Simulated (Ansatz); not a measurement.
Cd$_{2}$TeS in space group P3m1 (No. 156; Cd on 1c, Cd on 1a, Te on 1a, S on 1c), the program Ansatz at the PBEsol level (PAW), all energies at zero smearing, with the estimated change up to a 700 eV cutoff added, with one set of potentials and settings (totals compare only within such a set). Cell of 4 atoms (2 Cd, 1 Te, 1 S): -24156.371 eV.

| element | reference phase | E (eV/atom) |
|---|---|---|
| Cd | P6_3/mmc, 2 atoms in the cell | -8184.0667 |
| Te | P3_121, 3 atoms in the cell | -6901.5142 |
| S | Fddd, 32 atoms in the cell | -884.8920 |

Formation energy per atom, worked out: (-24156.371 − 2×(-8184.0667) − 1×(-6901.5142) − 1×(-884.8920))/4 = -0.458 eV/atom (-44 kJ per mol of atoms), at 0 K, without zero-point energy or fitted corrections.

The first step of the workflow began from a Materials Project structure, measured or hypothetical; the Crystallography Open Database copy checked does not list it. Its standing as an ambient phase is unchecked. Symmetry was held in the PBEsol relaxation; of distortions, only those at the zone centre were tested. The references are the lowest solids computed at this level, not always the standard phases. Scalar-relativistic: spin–orbit coupling is off unless named, which matters more the heavier the elements.

Potentials: the later of the program's two PAW sets.
